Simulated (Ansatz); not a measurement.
MoS$_{2}$:
```yaml
crystal:
  lattice:
    - [3.17714, 0.00000, 0.00000]
    - [-1.58857, 2.75148, 0.00000]
    - [0.00000, 0.00000, 12.58084]
  atoms:
    - { symbol: Mo, position: [0.00000, 0.00000, 0.25000] }
    - { symbol: Mo, position: [0.00000, 0.00000, 0.75000] }
    - { symbol: S, position: [0.33333, 0.66667, 0.37335] }
    - { symbol: S, position: [0.66667, 0.33333, 0.62665] }
    - { symbol: S, position: [0.66667, 0.33333, 0.87335] }
    - { symbol: S, position: [0.33333, 0.66667, 0.12665] }
```

Relaxed with r²SCAN+D4.

Map the electron localisation function on the plane through (0.000, 0.000, 0.250) spanned by u = [0, 0, 1] and v = [1, -1, 0] in lattice vectors, from plane-wave PAW r²SCAN+D4 (Ansatz code).

x is the fraction of u, y of v (the angle between them is 90°; rows are the nearest grid lines); atoms in the plane: Mo at (0.00, 0.00), Mo at (0.50, 0.00), S at (0.12, 0.33), S at (0.38, 0.67), S at (0.62, 0.67), S at (0.88, 0.33).
```
|-*#-..         ..-#**#-..         ..-#*-|
|=##-..        ...-####-...        ..-##=|
|##*:...      .:-::*##*::-:.      ...:*##|
|*=.....    .+##%#+-==-+#%##+.    .....=*|
|-:....     =#%@@@#-::-#@@@%#=     ....:-|
|:.....     *@@@%%%*::*%%%@@@*     .....:|
|::...     .%@@#=*%#--#%*=#@@%.     ...::|
|==:       -@@@-  *#--#*  -@@@-       :==|
|=-:.      :@@@-  *#--#*  -@@@:      .:-=|
|=-:...    .%@@*.-##--##-.*@@%.    ...:-=|
|=------:   #@@%+#%#--#%#+%@@#   :------=|
|--=+***+-  =%@%%%%*--*%%%%@%=  -+***+=--|
|:-*%%%%@%=  -+***+=--=+***+-  =%@%%%%*-:|
|:-#%#+%@@#   :------------:   #@@%+#%#-:|
|.-##-.*@@%.    ...:--:...    .%@@*.-##-.|
|.-#*  -@@@:      .:--:.      :@@@-  *#-.|
|.-#*  -@@@-       :==:       -@@@-  *#-.|
|.-#%*=#@@%.     ...::...     .%@@#=*%#-.|
|.:*%%%@@@*     ..........     *@@@%%%*:.|
|::-#@@@%#=     ....::....     =#%@@@#-::|
|+=-+#%##+.    .....==.....    .+##%#+-=+|
|##*::-:.      ...:*##*:...      .:-::*##|
|=##-...        ..-####-..        ...-##=|
|-*#-..         ..-#**#-..         ..-#*-|
```
Scale: ten equal steps from 0.000 (start of ' ') to 0.945 (end of '@'), in the order ' .:-=+*#%@'; x runs from 0.000 to 1.00, y from 0.000 (bottom) to 1.00 (top).

The density is the valence pseudo-density with augmentation charge, so density and ELF within about 1 Å of a nucleus are not all-electron values.

Space group P6_3/mmc. The first step of the workflow began from a Materials Project structure, measured or hypothetical. Its sites differ from those of the usual phase in this space group: another stacking or structure type. Symmetry was held in the r²SCAN+D4 relaxation; phonons on a q-mesh show no instability. The run is not spin-polarised.

Potentials: the earlier of the program's two PAW sets.
